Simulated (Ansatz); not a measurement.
Computed with DFT PBE, scalar-relativistic, plane waves, PAW (Ansatz). Settings: cutoff 420 eV, Γ-centred meshes spaced at most about 0.3 Å⁻¹, and about 0.25 Å⁻¹ or finer for metals (2π included), Gaussian smearing. No spin polarisation in the final relaxations.

All energies are static (0 K, no zero-point motion). All come from trial cells, and lower structures may exist.

**Question.** These unrelaxed guesses for Ge5As are each relaxed within their symmetry. Order them by the energy at which they end, lowest first.
A.

```
Ge As
1.0
     5.73026    0.00000    0.00000
    -2.86513    4.96255    0.00000
     0.00000    0.00000    4.50170
Ge As
5 1
Direct
  0.66667 0.33333 0.00000
  0.33333 0.66667 0.00000
  0.00000 0.50000 0.50000
  0.50000 0.00000 0.50000
  0.50000 0.50000 0.50000
  0.00000 0.00000 0.00000
```

B.

```
Ge As
1.0
     3.22386    1.86130    3.87128
    -3.22386    1.86130    3.87128
     0.00000   -3.72259    3.87128
Ge As
5 1
Direct
  0.18108 0.18108 0.18108
  0.81892 0.81892 0.81892
  0.00000 0.00000 0.50000
  0.50000 0.00000 0.00000
  0.00000 0.50000 0.00000
  0.00000 0.00000 0.00000
```

C.

```
Ge As
1.0
     5.93260    0.00000    0.00000
    -2.96630    5.13778    0.00000
     0.00000    0.00000    4.83056
Ge As
5 1
Cartesian
  0.0000 3.4252 2.4153
  2.9663 1.7126 2.4153
  2.9663 0.0000 2.4153
  -1.4831 2.5689 2.4153
  1.4831 2.5689 2.4153
  0.0000 0.0000 2.4153
```

D.

```
Ge As
1.0
     0.00000    3.95261    3.95261
     3.95261    0.00000    3.95261
     3.95261    3.95261    0.00000
Ge As
5 1
Direct
  0.37197 0.87601 0.87601
  0.87601 0.87601 0.87601
  0.25000 0.25000 0.25000
  0.87601 0.87601 0.37197
  0.87601 0.37197 0.87601
  0.50000 0.50000 0.50000
```

**Answer.** B (ends in R-3m, 0 meV/atom), D (ends in F-43m, 46 meV/atom), A (ends in P6/mmm, 57 meV/atom), C (ends in P6/mmm, 240 meV/atom). Even the lowest end lies +0.43 eV/atom against the elements.

The k mesh leaves some 4 meV/atom of noise in the energy of each metallic cell. A magnetic state wasn't ruled out in cells without spin, among them R-3m, F-43m, P6/mmm at 21.0 Å³/atom, P6/mmm at 29.5 Å³/atom. Cells relaxed within their symmetry can be saddle points. Some candidate types were left out of the draw beforehand, so a known form may be missing.
